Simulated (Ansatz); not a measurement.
Relaxed-ion elastic tensor of HfN (rock salt, Fm-3m) in GPa (Voigt order), plane-wave PAW PBE (Ansatz code); density 13.59 g/cm³, 11.76 Å³ per atom.

```
570  110  110  0.0  0.0  0.0
110  570  110  0.0  0.0  0.0
110  110  570  0.0  0.0  0.0
0.0  0.0  0.0  117  0.0  0.0
0.0  0.0  0.0  0.0  117  0.0
0.0  0.0  0.0  0.0  0.0  117
```

Is the crystal mechanically stable?

Yes: the smallest eigenvalue of C is 117 GPa.

Work out the Voigt, Reuss and Hill averages.

K_V = 263, K_R = 263, K_H = 263; G_V = 162, G_R = 146, G_H = 154 GPa.

Give Young's modulus, Poisson's ratio, Pugh's ratio and the universal anisotropy index.

E = 9KG/(3K + G) = 387 GPa; ν = 0.26; K/G = 1.71 (near the Pugh limit of 1.75, no verdict); A_U = 5G_V/G_R + K_V/K_R − 6 = 0.57.

Estimate the sound speeds and the Debye temperature.

v_l = √((K + 4G/3)/ρ) = 5870 m/s, v_t = √(G/ρ) = 3370 m/s, mean 3740 m/s; Θ = (h/k)(3n/4πV)^(1/3) v_m = 489 K.

Give the Zener ratio and Young's modulus along [100], [110] and [111].

A = 2C44/(C11 − C12) = 0.51; 1/E = S11 − 2(S11 − S12 − S44/2)Γ with Γ = 0, 1/4, 1/3 gives 535, 342, 306 GPa.

Symmetry was held in the PBE relaxation; of distortions, only those at the zone centre were tested. The run is not spin-polarised. With an odd number of electrons in the cell and no spin polarisation, the count alone makes it a metal. As this level gives no gap, shear constants depend on the k-mesh and smearing (Fermi–Dirac, 0.1 eV here). Spin–orbit coupling is left out wherever it is not named.

Potentials: the later of the program's two PAW sets.
